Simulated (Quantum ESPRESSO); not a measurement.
# Ta4Al4: input and log of a self-consistent run

Computed values, not a measurement. The program is pw.x of Quantum ESPRESSO 7.5 (plane-wave density functional theory). The cell is made up: eight metal atoms on a face-centred cubic lattice, with elements, volume, strain and displacements drawn at random and not relaxed, so it may be unstable or far from any real phase. PseudoDojo standard norm-conserving files set the functional (PBE unless stated); there is no spin polarisation or spin-orbit coupling, the Fermi-Dirac width of 0.25 eV means electrons at about 2900 K, and the masses in the input are unused placeholders. Heavy elements are run without spin-orbit coupling, which real alloys of them have. A spin test at this wide smearing found no moment, but such smearing suppresses magnetism that the real alloy may have.

Input:

```
&control calculation='scf', pseudo_dir='./dojo.nc.sr.pbe.v0_5.standard.upf', outdir='./o', disk_io='minimal', tprnfor=.true., tstress=.true. /
&system ibrav=0, nat=8, ntyp=2, nbnd=45, ecutwfc=57.99043039, nosym=.true., tot_charge=0,
 occupations='smearing', smearing='fd', degauss=0.0183746611
/
&electrons conv_thr=1.470e-08, electron_maxstep=70, mixing_beta=0.5 /
ATOMIC_SPECIES
Al 1.0 Al.upf
Ta 1.0 Ta.upf
CELL_PARAMETERS angstrom
-0.007 -0.0055 -4.1736
4.2742 0.0509 0.007
-0.1018 -8.355 -0.011
ATOMIC_POSITIONS angstrom
Ta -0.1175 -0.0464 -0.0479
Ta -0.0532 -4.2146 -0.056
Ta 2.1238 -1.9966 0.0031
Al 2.1366 -6.2582 -0.0966
Ta -0.0935 -2.1551 -2.0717
Al -0.1466 -6.3184 -2.0412
Al 2.1169 0.0144 -2.2048
Al 2.0859 -4.104 -2.1599
K_POINTS automatic
6 6 3 1 1 1
```

The log is shortened where brackets say so; the opening notice, blank lines, dates and the lines on written files are dropped, and the path of the files is cut. It prints rydbergs, bohrs and kilobars, and counts compression as positive stress. Its total energy is the free energy E - TS of the whole cell.

```
     Program PWSCF v.7.5
     Parallel version (MPI & OpenMP), running on       4 processor cores
     Number of MPI processes:                 4
     Threads/MPI process:                     1
     [start-up lines left out]
     bravais-lattice index     =            0
     lattice parameter (alat)  =       7.8870  a.u.
     unit-cell volume          =    1005.6429 (a.u.)^3
     number of atoms/cell      =            8
     number of atomic types    =            2
     number of electrons       =        64.00
     number of Kohn-Sham states=           45
     kinetic-energy cutoff     =      57.9904  Ry
     charge density cutoff     =     231.9617  Ry
     scf convergence threshold =      1.5E-08
     mixing beta               =       0.5000
     number of iterations used =            8  plain     mixing
     Exchange-correlation= PBE
                           (   1   4   3   4   0   0   0)
     [axes and pseudopotential details left out]
   Cartesian axes
     site n.     atom                  positions (alat units)
         1        Ta     tau(   1) = (  -0.0281531  -0.0111175  -0.0114769  )
         2        Ta     tau(   2) = (  -0.0127468  -1.0098214  -0.0134176  )
         3        Ta     tau(   3) = (   0.5088641  -0.4783869   0.0007428  )
         4        Al     tau(   4) = (   0.5119310  -1.4994695  -0.0231454  )
         5        Ta     tau(   5) = (  -0.0224027  -0.5163636  -0.4963809  )
         6        Al     tau(   6) = (  -0.0351255  -1.5138934  -0.4890731  )
         7        Al     tau(   7) = (   0.5072108   0.0034503  -0.5282718  )
         8        Al     tau(   8) = (   0.4997832  -0.9833215  -0.5175137  )
     number of k points=    54  Fermi-Dirac smearing, width (Ry)=  0.0184
                       cart. coord. in units 2pi/alat
        k(    1) = (   0.0825108  -0.0841513  -0.0833610), wk =   0.0370370
        k(    2) = (   0.0785451   0.2489205  -0.0837933), wk =   0.0370370
     [further k points left out]
     Dense  grid:    60047 G-vectors     FFT dimensions: (  40,  40,  80)
     Estimated max dynamical RAM per process >     162.69 MB
     Estimated total dynamical RAM >     606.77 MB
     Initial potential from superposition of free atoms
     starting charge      63.9866, renormalised to      64.0000
     Starting wfcs are   56 randomized atomic wfcs
     total cpu time spent up to now is        5.9 secs
     per-process dynamical memory:   134.8 Mb
     Self-consistent Calculation
     iteration #  1     ecut=    57.99 Ry     beta= 0.50
     Davidson diagonalization with overlap
     ethr =  1.00E-02,  avg # of iterations =  3.4
     Threshold (ethr) on eigenvalues was too large:
     Diagonalizing with lowered threshold
     Davidson diagonalization with overlap
     ethr =  6.50E-04,  avg # of iterations =  2.3
     total cpu time spent up to now is       26.2 secs
     total energy              =    -539.26023821 Ry
     estimated scf accuracy    <       0.43729351 Ry
     iteration #  2     ecut=    57.99 Ry     beta= 0.50
     Davidson diagonalization with overlap
     ethr =  6.83E-04,  avg # of iterations =  6.1
     total cpu time spent up to now is       39.0 secs
     total energy              =    -538.81099369 Ry
     estimated scf accuracy    <       7.93038523 Ry
     iteration #  3     ecut=    57.99 Ry     beta= 0.50
     Davidson diagonalization with overlap
     ethr =  6.83E-04,  avg # of iterations =  4.6
     total cpu time spent up to now is       50.2 secs
     total energy              =    -539.42080876 Ry
     estimated scf accuracy    <       0.11368050 Ry
     iteration #  4     ecut=    57.99 Ry     beta= 0.50
     Davidson diagonalization with overlap
     ethr =  1.78E-04,  avg # of iterations =  3.9
     total cpu time spent up to now is       60.5 secs
     total energy              =    -539.40511703 Ry
     estimated scf accuracy    <       0.63049932 Ry
     iteration #  5     ecut=    57.99 Ry     beta= 0.50
     Davidson diagonalization with overlap
     ethr =  1.78E-04,  avg # of iterations =  2.0
     total cpu time spent up to now is       68.1 secs
     total energy              =    -539.44755747 Ry
     estimated scf accuracy    <       0.00674559 Ry
     [iterations 6 to 8 left out]
     iteration #  9     ecut=    57.99 Ry     beta= 0.50
     Davidson diagonalization with overlap
     ethr =  9.21E-08,  avg # of iterations =  2.7
     total cpu time spent up to now is       99.5 secs
     total energy              =    -539.44858933 Ry
     estimated scf accuracy    <       0.00000699 Ry
     iteration # 10     ecut=    57.99 Ry     beta= 0.50
     Davidson diagonalization with overlap
     ethr =  1.09E-08,  avg # of iterations =  4.4
     total cpu time spent up to now is      107.5 secs
     total energy              =    -539.44859072 Ry
     estimated scf accuracy    <       0.00000169 Ry
     iteration # 11     ecut=    57.99 Ry     beta= 0.50
     Davidson diagonalization with overlap
     ethr =  2.64E-09,  avg # of iterations =  2.1
     total cpu time spent up to now is      114.1 secs
     total energy              =    -539.44859095 Ry
     estimated scf accuracy    <       0.00000015 Ry
     iteration # 12     ecut=    57.99 Ry     beta= 0.50
     Davidson diagonalization with overlap
     ethr =  2.30E-10,  avg # of iterations =  4.6
     total cpu time spent up to now is      122.0 secs
     total energy              =    -539.44859098 Ry
     estimated scf accuracy    <       0.00000005 Ry
     iteration # 13     ecut=    57.99 Ry     beta= 0.50
     Davidson diagonalization with overlap
     ethr =  7.31E-11,  avg # of iterations =  1.8
     total cpu time spent up to now is      128.5 secs
     End of self-consistent calculation
     [lines on levels left out]
!    total energy              =    -539.44859098 Ry
     estimated scf accuracy    <          3.2E-09 Ry
     smearing contrib. (-TS)   =      -0.07735165 Ry
     internal energy E=F+TS    =    -539.37123933 Ry
     The total energy is F=E-TS. E is the sum of the following terms:
     one-electron contribution =    -238.85230435 Ry
     hartree contribution      =     139.59565525 Ry
     xc contribution           =    -126.64785132 Ry
     ewald contribution        =    -313.46673891 Ry
     convergence has been achieved in  13 iterations
     Forces acting on atoms (cartesian axes, Ry/au):
     atom    1 type  2   force =     0.02771740    0.04615797    0.00440631
     atom    2 type  2   force =     0.00371471   -0.03360203    0.01009887
     atom    3 type  2   force =    -0.02019424   -0.03716859   -0.01658973
     atom    4 type  1   force =    -0.02358317    0.00480589    0.00811193
     atom    5 type  2   force =     0.02062269    0.02224526   -0.01254413
     atom    6 type  1   force =     0.01021939    0.00509796   -0.02293666
     atom    7 type  1   force =    -0.01436264   -0.01409053    0.02120288
     atom    8 type  1   force =    -0.00413414    0.00655406    0.00825054
     Total force =     0.097925     Total SCF correction =     0.000121
     Computing stress (Cartesian axis) and pressure
          total   stress  (Ry/bohr**3)                   (kbar)     P=      -95.03
  -0.00072232  -0.00006504  -0.00004424         -106.26       -9.57       -6.51
  -0.00006504  -0.00048885   0.00000017           -9.57      -71.91        0.03
  -0.00004424   0.00000017  -0.00072688           -6.51        0.03     -106.93
     init_run     :      4.22s CPU      4.43s WALL (       1 calls)
     electrons    :    121.34s CPU    122.61s WALL (       1 calls)
     forces       :      1.56s CPU      1.61s WALL (       1 calls)
     stress       :      5.37s CPU      5.38s WALL (       1 calls)
     [timing details left out]
     PWSCF        :   2m13.99s CPU   2m15.58s WALL
     JOB DONE.
```

In other units: free energy -7339.572 eV for the cell, pressure -9.50 GPa, largest force component 1.187 eV/Å in size. The run took 138 s of wall time with four MPI processes on a shared machine (AMD EPYC, older, virtual cores), so the time is rough. A rerun of this cell at a higher cutoff and on a denser mesh moved values by no more than 0.002 eV in energy, 0.03 GPa in stress and 0.006 eV/Å in force, and a second program with other atomic files agreed on that cell to 2 % rms in force and 0.5 GPa in pressure.